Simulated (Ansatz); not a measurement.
Each is relaxed and computed with the program Ansatz at the r²SCAN level (PAW). Which is the only one with a gap?
A. LaGe2Ru2, I4/mmm (La on 2a, Ge on 4e, Ru on 4d)
B. Ba3In2O5F2, I4/mmm (Pearson symbol tI24)
C. LaAs2Ru2, I4/mmm (La on 2a, As on 4e, Ru on 4d)
D. LaSi2Au2, I4/mmm (La on 2a, Si on 4e, Au on 4d)

B, Ba3In2O5F2, I4/mmm (Pearson symbol tI24). Ba3In2O5F2: gap 2.42 eV (indirect); LaAs2Ru2: metal; LaSi2Au2: metal; LaGe2Ru2: metal. Standing as an ambient phase not checked: Ba3In2O5F2, I4/mmm (Pearson symbol tI24); LaAs2Ru2, I4/mmm (La on 2a, As on 4e, Ru on 4d); LaSi2Au2, I4/mmm (La on 2a, Si on 4e, Au on 4d); LaGe2Ru2, I4/mmm (La on 2a, Ge on 4e, Ru on 4d). All cells were relaxed under the symmetry of their starts (and spin orders); stability against distortions was not tested throughout. Rows with no word on spin ran without spin polarisation. Spin–orbit coupling is left out wherever it is not named.

Potentials: the later of the program's two PAW sets.
